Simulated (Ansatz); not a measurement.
## Property card for Al₂In₃As₅

All numbers below come from DFT PBE, scalar-relativistic, plane waves, PAW in Ansatz 0.2.0.

Settings: cutoff 420 eV, Γ-centred mesh 12×12×12 on the computed 10-atom cell, Gaussian smearing of 0.01 eV; no spin polarisation.

The structure is relaxed at this level of theory with its symmetry kept, and needn't be the ground state of this composition.

```cif
data_structure
_symmetry_space_group_name_H-M 'P 1'
_symmetry_Int_Tables_number 1
_cell_length_a 17.5179
_cell_length_b 17.5179
_cell_length_c 17.5179
_cell_angle_alpha 13.904
_cell_angle_beta 13.904
_cell_angle_gamma 13.904
_cell_volume 270.13
loop_
_atom_site_label
_atom_site_type_symbol
_atom_site_fract_x
_atom_site_fract_y
_atom_site_fract_z
_atom_site_occupancy
Al1 Al 0.80084 0.80084 0.80084 1
Al2 Al 0.59927 0.59927 0.59927 1
In1 In 0.99828 0.99828 0.99828 1
In2 In 0.40139 0.40139 0.40139 1
In3 In 0.19978 0.19978 0.19978 1
As1 As 0.35027 0.35027 0.35027 1
As2 As 0.75333 0.75333 0.75333 1
As3 As 0.14831 0.14831 0.14831 1
As4 As 0.55178 0.55178 0.55178 1
As5 As 0.94675 0.94675 0.94675 1
```

Question: Formation energy from the elements' standard states (uncorrected)?

Answer: -0.314 eV/atom.

Question: Kohn–Sham band gap?

Answer: 0.13 eV.

Question: Orbital (Löwdin) character of the top 1 eV of the valence band?

Answer: As 4p 78 %, In 5p 15 %.

Question: Orbital (Löwdin) character of the lowest 1 eV of the conduction band?

Answer: As 4p 22 %, In 5s 21 %, As 4s 20 %, Al 3s 16 %, Al 3p 9 %, In 5p 9 %.

Question: Bader charge by site (e)?

Answer: Al (1 in the cell) 1.87, Al (1 in the cell) 1.87, In (1 in the cell) 0.73, In (1 in the cell) 0.75, In (1 in the cell) 0.74, As (1 in the cell) -0.75, As (1 in the cell) -1.05, As (1 in the cell) -1.56.

The cell was found from a structure generator's guess, not taken from experiment. Kohn–Sham gaps at this level usually fall short of measured ones. Löwdin shares on free-atom orbitals overweight diffuse shells in the empty bands.
